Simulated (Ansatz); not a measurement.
Data:

BeRh (CsCl type, Pm-3m), a = 2.7305 Å, b = 2.7305 Å, c = 2.7305 Å, α = 90.00°, β = 90.00°, γ = 90.00°.

This is the LDA-relaxed structure.

### Question
All from LDA (plane waves, PAW; program Ansatz), unless another level is named. Estimate the density of states at the Fermi level.

### Answer
0.67 states/eV per atom (mean over ±0.08 eV).

### Question
What about the formation energy from the elements (no fitted shifts)?

### Answer
-0.62 eV/atom.

The workflow started from a Materials Project entry (that database holds measured and hypothetical structures alike); the Crystallography Open Database copy checked does not list it. With Be and Rh taken as one species the cell has the higher symmetry Im-3m, so it may be an ordered model of a mixed-site phase. Its standing as an ambient phase is unchecked. The LDA relaxation kept the symmetry of its start; of distortions, only those at the zone centre were tested. No spin polarisation was allowed. The references are the lowest solids computed at this level, not always the standard phases. Scalar-relativistic: spin–orbit coupling is off unless named, which matters more the heavier the elements.

Potentials: the later of the program's two PAW sets.
